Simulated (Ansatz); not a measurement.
## Hg: from a starting cell to a relaxed one

The relaxed structure here is a generated cell of Hg: the first start was made by placing the elements on the sites of a structure type, and the end was not matched to a known phase here, so it may be hypothetical.

The start is a generated trial cell of Hg in the omega structure type. A full variable-cell relaxation at zero pressure is run with r2SCAN (plane waves to 500 eV, PAW, scalar-relativistic; Ansatz, an electronic-structure program). The first steps use a coarse 8×8×10 k-mesh.

Starting cell:
```
Hg
1.0
    5.09090     0.00000     0.00000
   -2.54545     4.40885     0.00000
    0.00000     0.00000     3.09637
Hg
3
Cartesian
  0.00000   0.00000   0.00000
  0.00000   2.93923   1.54818
  2.54545   1.46962   1.54818
```

Question: How large is the pressure on the unrelaxed cell, and of which sign?

Answer: +5.5 GPa (positive: the cell is compressed).

Question: How much energy is released per atom?

Answer: 0.06 eV/atom.

Question: How does the volume per atom move from start to end?

Answer: +17.3 %, from 23.17 to 27.17 Å³/atom.

Question: How do the shortest distances between atoms change?

Answer: The closest pairs of elements (up to four, under 3.6 Å), start → end: Hg–Hg 2.94 → 3.14 Å.

Question: Is the relaxed structure metallic? Give its gap.

Answer: No gap (metallic).

The space group stays P6/mmm (No. 191) (the run could not lower it), with 3 atoms in the primitive cell. Final values are on a 10×10×15 k-mesh of the relaxed cell. No spin polarisation in the result.

The run could not lose the symmetry of its start, so the end can be a saddle point.

All atoms sit on sites fixed by symmetry, so only the cell could relax.
